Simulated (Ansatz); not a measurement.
Data:

Si3N4:
```
CELL_PARAMETERS angstrom
     -3.20609     3.20609     3.20609
      3.20609    -3.20609     3.20609
      3.20609     3.20609    -3.20609
ATOMIC_POSITIONS crystal
  N  0.56161 0.56161 0.56161
  N  0.43839 0.50000 0.00000
  N  0.50000 0.00000 0.93839
  N  0.00000 0.43839 0.50000
  N  0.93839 0.50000 0.00000
  N  0.06161 0.06161 0.06161
  N  0.00000 0.93839 0.50000
  N  0.50000 0.00000 0.43839
  Si 0.25000 0.12500 0.87500
  Si 0.87500 0.25000 0.12500
  Si 0.75000 0.37500 0.62500
  Si 0.62500 0.75000 0.37500
  Si 0.12500 0.87500 0.25000
  Si 0.37500 0.62500 0.75000
```

This is the LDA-relaxed structure. Cartesian axes are those of the cell as given.

### Question
All from LDA in the plane-wave PAW code Ansatz, unless another level is named. Estimate the zero-point energy.

### Answer
114.1 meV/atom.

### Question
And the bulk modulus (Birch–Murnaghan fit)?

### Answer
270 GPa.

### Question
Give the elastic constants (relaxed ions, GPa).

### Answer
C11 = 388, C12 = 214, C44 = 217.

### Question
Give the vibrational entropy at 300 K.

### Answer
8.6 J/(K·mol of atoms).

### Question
Predict the piezoelectric stress constants (proper, relaxed ions, C/m²).

### Answer
e14 = e25 = e36 = -0.04.

Space group I-43d. The workflow started from an entry of the Crystallography Open Database (COD), which files this formula under 4 space groups. It is not the phase usual at ambient conditions (space group No. 176). Symmetry was held in the LDA relaxation; whether a distortion lowers the energy is not shown. Signs of piezoelectric constants follow the polarity of the cell as given.

Potentials: the later of the program's two PAW sets.
